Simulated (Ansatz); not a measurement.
PtSe2:
```xyz
3
Lattice="3.7733 0.0000 0.0000 -1.8866 3.2678 0.0000 0.0000 0.0000 4.8165" Properties=species:S:1:pos:R:3 pbc="T T T"
Se     0.0000     2.1785     1.2786
Se     1.8866     1.0893     3.5379
Pt     0.0000     0.0000     0.0000
```

Relaxed with PBE+D3(BJ).

Q: Map the electron localisation function on the plane through (0.333, 0.667, 0.265) spanned by u = [0, 0, 1] and v = [1, -1, 0] in lattice vectors, from plane-wave PAW PBE+D3(BJ) (Ansatz code).

A: x is the fraction of u, y of v (the angle between them is 90°; rows are the nearest grid lines); atoms in the plane: Se at (0.00, 0.00), Se at (0.47, 0.33), Pt at (0.73, 0.67).
```
|1269998620000000124676411|
|2369998520000000124677522|
|8899986200000001124688888|
|9998874100001112223578999|
|7765420000012233443334567|
|4443100000122334565322344|
|2210000001123457787765432|
|3210000001233567777776533|
|3210000001233577777777543|
|2210000001223345677776432|
|2110000011233233567764332|
|1100001356677643234433221|
|1000013678888875433332211|
|0000258999888888642111000|
|0001379998655688752100000|
|0001589997311367653100000|
|0001489997422467652100000|
|0001369998655677642100000|
|3321125788888876421111233|
|5553212467777764311123455|
|8888752112233221112467888|
|7899985210011100113578877|
|2369998520000000124677422|
|1269998620000000124676411|
```
Scale: ten equal steps from 0.015 (start of '0') to 0.867 (end of '9'), in the order '0123456789'; x runs from 0.000 to 1.00, y from 0.000 (bottom) to 1.00 (top).

The density is the valence pseudo-density with augmentation charge, so density and ELF within about 1 Å of a nucleus are not all-electron values.

Space group P-3m1 (CdI2 type). Symmetry was held in the PBE+D3(BJ) relaxation; of distortions, only those at the zone centre were tested. No spin polarisation was allowed. Spin–orbit coupling is left out wherever it is not named.

Potentials: the later of the program's two PAW sets.
